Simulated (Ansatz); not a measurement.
Given:

Si2H2O3:
```
CELL_PARAMETERS angstrom
      4.46596     2.57842     4.95418
     -4.46596     2.57842     4.95418
      0.00000    -5.15685     4.95418
ATOMIC_POSITIONS crystal
  Si 0.77220 0.67244 0.23707
  Si 0.22780 0.32756 0.76293
  Si 0.23707 0.77220 0.67244
  Si 0.76293 0.22780 0.32756
  Si 0.67244 0.23707 0.77220
  Si 0.32756 0.76293 0.22780
  Si 0.68186 0.68186 0.68186
  Si 0.31814 0.31814 0.31814
  H  0.91809 0.76666 0.09409
  H  0.08191 0.23334 0.90591
  H  0.09409 0.91809 0.76666
  H  0.90591 0.08191 0.23334
  H  0.76666 0.09409 0.91809
  H  0.23334 0.90591 0.08191
  H  0.77978 0.77978 0.77978
  H  0.22022 0.22022 0.22022
  O  0.27198 0.55168 0.24016
  O  0.72802 0.44832 0.75984
  O  0.24016 0.27198 0.55168
  O  0.75984 0.72802 0.44832
  O  0.55168 0.24016 0.27198
  O  0.44832 0.75984 0.72802
  O  0.25270 0.83079 0.43797
  O  0.74730 0.16921 0.56203
  O  0.43797 0.25270 0.83079
  O  0.56203 0.74730 0.16921
  O  0.83079 0.43797 0.25270
  O  0.16921 0.56203 0.74730
```

This is the r²SCAN+D4-relaxed structure. x, y and z are the axes in which the lattice vectors are written.

### Question
All from r²SCAN+D4 (plane waves, PAW; program Ansatz), unless another level is named. Predict the bulk modulus (Birch–Murnaghan fit).

### Answer
12.2 GPa.

### Question
Predict the elastic constants (relaxed ions, GPa).

### Answer
C11 = 21.2, C12 = 6.8, C13 = 8.2, C14 = 5.1, C33 = 19.6, C44 = 10.9, C15 = 1.2.

Space group R-3. The workflow started from a Materials Project entry (that database holds measured and hypothetical structures alike); the Crystallography Open Database files this formula in space group No. 148, but the cells were not matched. Its standing as an ambient phase is unchecked. The r²SCAN+D4 relaxation kept the symmetry of its start; whether a distortion lowers the energy is not shown.

Potentials: the later of the program's two PAW sets.
